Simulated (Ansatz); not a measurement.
# Computed properties of GaSb

GaSb:
```yaml
crystal:
  lattice:
    - [3.94723, 0.00000, 0.00000]
    - [-1.97362, 3.41840, 0.00000]
    - [0.00000, 0.00000, 7.25660]
  atoms:
    - { symbol: Ga, position: [0.00000, 0.00000, 0.00000] }
    - { symbol: Ga, position: [0.00000, 0.00000, 0.50000] }
    - { symbol: Sb, position: [0.33333, 0.66667, 0.25000] }
    - { symbol: Sb, position: [0.66667, 0.33333, 0.75000] }
```

Space group P6_3/mmc (No. 194), NiAs type; conventional cell a = 3.947 Å, b = 3.947 Å, c = 7.257 Å, α = 90.00°, β = 90.00°, γ = 120.00°.

Method: the program Ansatz at the PBE level (PAW). The cell and atoms are relaxed at this level. Other levels are named where they apply.

**Cell and energy**

* **Volume per atom**: 24.48 Å³
* **Density**: 6.49 g/cm³
* **Formation energy from the elements (no fitted shifts)**: 0.058 eV/atom

**Electronic structure**

- Electronic character = metallic (no gap)
- Density of states at the Fermi level = 0.59 states/eV per atom (mean over ±0.08 eV)

**Mechanics**

Bulk modulus (Birch–Murnaghan fit): 52.9 GPa
Pressure derivative B′: 4.8

The start of the workflow was typed in or built on a structure type; neither database checked (COD, Materials Project) lists it. It is not the phase usual at ambient conditions (space group No. 216). The PBE relaxation kept the symmetry of its start; its stability against distortions is not shown here. The references are the lowest solids computed at this level, not always the standard phases. Scalar-relativistic: spin–orbit coupling is off unless named, which matters more the heavier the elements.

Potentials: the earlier of the program's two PAW sets.
